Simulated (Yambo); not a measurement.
G0W0@PBEsol for PtS$_{2}$ (CdI2 type, space group P-3m1, No. 164) in Yambo. Reference settings: 6×6×4 Γ-centred k mesh, bands 5 to 116 and a 8 Ry block in the screening, 116 bands in G with the Bruneval-Gonze terminator, plasmon pole fitted at 27.2 eV. The PBEsol gap (0, 0.167, 0.25) → (0, 0.333, 0.25) on this mesh is 1.26 eV; G0W0 gaps are taken between the same points.

The settings were changed. The gap went from 2.00 eV to 1.96 eV, and the shift of the valence edge from -0.40 eV to -0.25 eV.

Task: Name the change that produced these shifts.
A) 44 bands in G, no terminator
B) 2 Ry block
C) 44 bands in G
D) pole fitted at 10 eV

Result: D, pole fitted at 10 eV. The others gave (gap, valence shift): 44 bands in G, no terminator: 2.08, 0.20 eV; 44 bands in G: 2.00, -0.34 eV; 2 Ry block: 1.87, -0.07 eV.

Spin-orbit coupling is not included.

Geometry of the Materials Project entry, not relaxed at this level; primitive cell a = 3.5487 Å, b = 3.5487 Å, c = 5.5971 Å, α = 90.00°, β = 90.00°, γ = 120.00°.

A shift is the quasiparticle energy of the state minus its PBEsol energy.

The distance between layers or molecules is the database entry's, not relaxed here. Functionals without dispersion can leave it too large, which widens gaps and weakens the response across layers: the numbers belong to this cell.
